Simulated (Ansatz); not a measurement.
SrTiO$_{3}$:
```cif
data_O3SrTi
_chemical_formula_sum 'Sr1 Ti1 O3'
_space_group_name_H-M_alt 'P 1'
_space_group_IT_number 1
_cell_length_a 3.85420
_cell_length_b 3.85420
_cell_length_c 3.85420
_cell_angle_alpha 90.000
_cell_angle_beta 90.000
_cell_angle_gamma 90.000
loop_
_space_group_symop_operation_xyz
  'x, y, z'
loop_
_atom_site_label
_atom_site_type_symbol
_atom_site_fract_x
_atom_site_fract_y
_atom_site_fract_z
_atom_site_occupancy
Sr1 Sr 0.00000 0.00000 0.00000 1
Ti1 Ti 0.50000 0.50000 0.50000 1
O1 O 0.00000 0.50000 0.50000 1
O2 O 0.50000 0.50000 0.00000 1
O3 O 0.50000 0.00000 0.50000 1
```

This is the LDA-relaxed structure.

All from LDA (plane waves, PAW; program Ansatz), unless another level is named. Predict the electron effective mass, band 3 of 3 at the edge.

0.35 along [100], 0.36 along [110], 0.48 along [111] (mₑ).

And the electron effective mass, band 1 of 3 at the edge?

5.6 along [100], 0.79 along [110], 0.62 along [111] (mₑ).

And the band gap?

1.85 eV (indirect).

Next, the smallest direct gap on the standard path?

2.17 eV.

What about the conduction-band minimum?

at Γ.

And the valence-band maximum?

at R.

Space group Pm-3m (cubic perovskite). The LDA relaxation kept the symmetry of its start. At this level the phase is dynamically unstable (imaginary phonons). The run is not spin-polarised. Scalar-relativistic: spin–orbit coupling is off unless named, which matters more the heavier the elements.

Potentials: the later of the program's two PAW sets.
